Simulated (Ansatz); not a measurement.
LaBi2Au:
```
CELL_PARAMETERS angstrom
      4.69439     0.00000     0.00000
      0.00000     4.69439     0.00000
      0.00000     0.00000    10.23017
ATOMIC_POSITIONS crystal
  Bi 0.50000 0.00000 0.82163
  Bi 0.00000 0.50000 0.17837
  La 0.00000 0.50000 0.76196
  La 0.50000 0.00000 0.23804
  Bi 0.00000 0.00000 0.50000
  Bi 0.50000 0.50000 0.50000
  Au 0.00000 0.00000 0.00000
  Au 0.50000 0.50000 0.00000
```

Relaxed with r²SCAN. Special points in fractions of this cell's reciprocal vectors: Γ (0.000, 0.000, 0.000); X (0.000, 0.500, 0.000); M (0.500, 0.500, 0.000); Z (0.000, 0.000, 0.500); R (0.000, 0.500, 0.500); A (0.500, 0.500, 0.500).

Q: List the band energies nearest the Fermi level at these points for r²SCAN with spin–orbit coupling (plane waves, PAW; program Ansatz).

A: In eV from the Fermi level; about four levels below and three above (degenerate sets whole), none deeper than 8.9 eV; points with the same levels are listed once.

| k | below | above |
|---|---|---|
| Γ | -0.89 -0.89 -0.64 -0.64 | 0.28 0.28 0.53 0.53 |
| X | -0.29 -0.29 -0.29 -0.29 | 1.72 1.72 1.72 1.72 |
| M | -1.78 -1.78 -1.78 -1.78 | 1.18 1.18 1.18 1.18 |
| Z | -1.08 -1.08 -0.11 -0.11 | 0.21 0.21 0.25 0.25 |
| R | -0.33 -0.33 -0.33 -0.33 | 0.32 0.32 0.32 0.32 |
| A | -1.68 -1.68 -1.68 -1.68 | 1.50 1.50 1.50 1.50 |

Space group P4/nmm. The workflow started from an entry of the Crystallography Open Database (COD, 100 K). Whether it is the stable phase at ambient conditions was not checked. The cell was relaxed with r²SCAN under the symmetry of its start; whether a distortion lowers the energy is not shown.

Potentials: the later of the program's two PAW sets.
